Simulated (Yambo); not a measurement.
Yambo run on Rb$_{2}$LiScF$_{6}$ (space group Fm-3m, No. 225). The wavefunctions come from this Quantum ESPRESSO step (PBEsol, PseudoDojo standard norm-conserving files, scalar-relativistic):

```
&CONTROL
  calculation = 'nscf'
  pseudo_dir = './pseudo'
  outdir = './out'
/
&SYSTEM
  ibrav = 0
  nat = 10
  ntyp = 4
  ecutwfc = 84.0
  ecutrho = 336.0
  occupations = 'fixed'
  force_symmorphic = .true.
  nbnd = 291
/
&ELECTRONS
  conv_thr = 1e-08
  diago_full_acc = .true.
  diago_thr_init = 1e-08
/
ATOMIC_SPECIES
Li 6.9400 Li.upf
F 18.9984 F.upf
Sc 44.9559 Sc.upf
Rb 85.4678 Rb.upf
CELL_PARAMETERS angstrom
  0.000000000000   4.233525000000   4.233525000000
  4.233525000000   0.000000000000   4.233525000000
  4.233525000000   4.233525000000   0.000000000000
ATOMIC_POSITIONS crystal
Li   0.500000000000   0.500000000000   0.500000000000
F   0.241900000000   0.241900000000   0.758100000000
F   0.758100000000   0.758100000000   0.241900000000
F   0.758100000000   0.241900000000   0.241900000000
F   0.241900000000   0.758100000000   0.758100000000
F   0.241900000000   0.758100000000   0.241900000000
F   0.758100000000   0.241900000000   0.758100000000
Sc   0.000000000000   0.000000000000   0.000000000000
Rb   0.250000000000   0.250000000000   0.250000000000
Rb   0.750000000000   0.750000000000   0.750000000000
K_POINTS automatic
2 2 2 0 0 0
```

Yambo input:

```
rim_cut
gw0
dyson
el_el_corr
HF_and_locXC
ppa
em1d
RandQpts= 1000000
RandGvec= 1 Ry
EXXRLvcs= 84 Ry
VXCRLvcs= 336 Ry
Chimod= "HARTREE"
% BndsRnXp
 3 | 290 |
%
NGsBlkXp= 8 Ry
% LongDrXp
 1.0 | 1.0 | 1.0 |
%
PPAPntXp= 27.2114 eV
% GbndRnge
 1 | 290 |
%
GTermKind= "BG"
DysSolver= "n"
ExtendOut
% QPkrange
 1 | 1 | 37 | 38 |
 2 | 2 | 37 | 38 |
 3 | 3 | 37 | 38 |
%
```

k points by index: 1 = Γ, 2 = L, 3 = X.

The o-*.qp file then holds:

```
#    K-point    Band    Eo [eV]    E [eV]    E-Eo [eV]    Vxc [eV]    Vnlxc [eV]    Sc|Eo [eV]    Sc|E [eV]    dSc/dw|Eo [eV]    Re(Z)    Im(Z)
#
    1    37    0.000000    -2.245432    -2.245432    -22.39609    -30.17724    4.986842    5.535713    -6.651092    0.803583    -0.001195
    1    38    6.744818    9.633522    2.888705    -18.35228    -10.25614    -4.622816    -5.207440    -5.506764    0.831689    -0.001389
    2    37    -0.181632    -2.463093    -2.281460    -22.06149    -29.87431    4.972881    5.531362    -6.660664    0.803356    -0.001218
    2    38    6.816704    9.719589    2.902885    -18.63366    -10.52866    -4.607249    -5.202110    -5.575804    0.829937    -0.001443
    3    37    -0.015559    -2.260444    -2.244886    -22.34764    -30.11498    4.974306    5.522461    -6.644025    0.803751    -0.001189
    3    38    6.800385    9.726402    2.926017    -18.59165    -10.38519    -4.680082    -5.280437    -5.582812    0.829760    -0.001446
```
(The two width columns are left out.) Convergence of these settings isn't established.

Geometry of the Materials Project entry, not relaxed at this level.

The structure is a Materials Project entry; no match was found in the copy of COD used, and its stability was not checked.
